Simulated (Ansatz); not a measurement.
SiNi in space group P6/mmm (No. 191; Ni on 3f, Si on 1a, Si on 2d) at seven volumes, PBE in the plane-wave PAW code Ansatz, shape and atoms relaxed at each. One row is withheld.

```
V (Å³/atom)  P (GPa)
-----------  -------
11.834         19.15
12.224         11.67
12.614             ?
13.004          0.00
13.394         -4.53
13.784         -8.33
14.175        -11.53
```

Problem. Fit the shown pressures and predict the withheld one.

Solution. P = (3/2)B₀(x^(7/2) − x^(5/2))[1 + (3/4)(B′ − 4)(x − 1)] with x = (V₀/V)^(2/3). Least squares on the six rows gives V₀ = 13.003 Å³/atom, B₀ = 163 GPa, B′ = 4.63. At V = 12.614, x = 1.0205 and P = 5.31 GPa. The run itself gave 5.36 GPa.

A made-up cell: these elements were put on the sites of a structure type; neither database checked (COD, Materials Project) lists it. It is not the phase usual at ambient conditions (space group No. 62). Symmetry was held in the PBE relaxation; its stability against distortions is not shown here. The workflow began spin-polarised and lost its moments.

Potentials: the later of the program's two PAW sets.
